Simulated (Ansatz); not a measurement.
## Ag: stiffness from a series of strains

```
CELL_PARAMETERS angstrom
2.88620 0.00000 0.00000
-1.44310 2.49952 0.00000
0.00000 0.00000 10.00000
ATOMIC_POSITIONS crystal
Ag 0.33333 0.66667 0.25000
Ag 0.66667 0.33333 0.75000
Ag 0.00000 0.00000 0.00000
Ag 0.00000 0.00000 0.50000
```

Atom numbers follow the list: Ag1, Ag2, Ag3, Ag4.

Conventional cell: a = 2.886 Å, b = 2.886 Å, c = 10.000 Å, α = 90.00°, β = 90.00°, γ = 120.00°. Ag (atom 1) has 12 Ag at 2.89 to 3.00 Å as nearest neighbours. Around Ag (atom 3) lie 12 Ag at 2.89 to 3.00 Å.

The geometry is COD entry 1509194, unchecked; take it as a test cell.

Method: DFT, LDA, all-electron LAPW, scalar-relativistic in Ansatz 0.2.0.

Numerical set-up: a Γ-centred 14×14×4 k mesh, Fermi–Dirac smearing of 0.08 eV, basis error target 0.5 meV/atom, no spin polarisation.

The strain is applied along the Cartesian axes of the cell as listed (the other components stay zero). Fractional coordinates are held (clamped ions).

σ is the change of stress from the unstrained cell, which is at -11.22 GPa; tension is positive, so slopes are stress–strain coefficients at that pressure. In a metal the k mesh adds noise.

Only quantities that a quadratic follows smoothly over the whole series are listed; rougher ones are left out.

| εzz | σzz (GPa) | σxx (GPa) |
| --- | --- | --- |
| -0.0300 | -2.76 | -1.50 |
| -0.0200 | -1.72 | -0.95 |
| 0.0000 | 0.00 | 0.00 |
| 0.0100 | 0.75 | 0.38 |
| 0.0200 | 1.45 | 0.70 |
| 0.0300 | 2.08 | 0.97 |

(1) Fit the series and read off the stiffness at zero strain.

(2) One run, at εzz = -0.0100, is withheld. Predict its row.

## Answers

(1) Least-squares fits y = p0 + p1 x + p2 x² to the rows give σzz (GPa): p1 = 80.2, p2 = -370; σxx (GPa): p1 = 41.2, p2 = -290. So C33 = 80 GPa and C13 = 41 GPa, for these axes.

(2) The fits give -0.84, -0.44; the run gave -0.81, -0.44.
